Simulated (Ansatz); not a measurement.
# Computed frozen-phonon scan: TiN (rock salt)

TiN (rock salt)

```xyz
4
Lattice="0.0000 4.2469 4.2469 2.1235 0.0000 2.1235 2.1235 2.1235 0.0000" Properties=species:S:1:pos:R:3 pbc="T T T"
N      0.0000     0.0000     0.0000
N      2.1235     2.1235     4.2469
Ti     2.1235     2.1235     2.1235
Ti     2.1235     4.2469     4.2469
```

A phonon eigenvector at L = (0.5, 0.0, 0.0) is frozen into this cell: atom i moves by Q times the vector below, so Q is the largest atomic displacement, in Å. The cell is held. It is one choice among 2 degenerate patterns. (q is in reciprocal vectors of the primitive cell; the cell shown is doubled to hold the pattern.)

```csv
atom,x,y,z
Ti3,0.285,-0.520,0.805
Ti4,-0.285,0.520,-0.805
```

Atoms not listed stay in place.

Computed with PBE (plane waves to 420 eV, PAW, scalar-relativistic; Ansatz, a program for electronic structure). k mesh 19×19×19 (Γ-centred), Fermi-Dirac smearing 0.05 eV. E stands for the smeared free energy. Stress and pressure are positive under compression. With partly filled bands, energies and forces of such displacements shift with the k mesh and the smearing. TiN is run without spin polarisation. TiN was relaxed with its symmetry unable to fall. The zero of ΔE is the undisplaced structure.

```tsv
Q (Å)	ΔE (meV/cell)	−dE/dQ from forces (eV/Å)	P (GPa)
-0.100	62	1.306	1.5
-0.083	42	1.052	1.1
-0.067	26	0.817	0.7
-0.050	15	0.598	0.4
-0.033	6	0.390	0.2
-0.017	2	0.192	0.0
0.000	0	0.000	0.0
0.017	2	-0.192	0.0
0.033	6	-0.390	0.2
0.050	15	-0.598	0.4
0.067	26	-0.817	0.7
0.083	42	-1.052	1.1
0.100	62	-1.306	1.5
```

Summary:

| Property | Result |
|---|---|
| Energy at Q = 0.100 Å | 62 meV/cell |
| Space group of the distorted cell | P-1 (No. 2), lowered from Fm-3m |
| Symmetry of the curve | even: the same for both signs |
| Shape of the curve | a single well with its minimum at or next to zero displacement |
| Harmonic wavenumber from the curvature (finite differences) | 181 cm⁻¹ |
| Wavenumber by perturbation theory (DFPT, on another k mesh) | 181 cm⁻¹ |

The 13 points together took roughly 25 core-minutes.

(For displaced atoms, the force is minus the slope of the energy, and its curvature is a force constant, which sets phonon frequencies.)
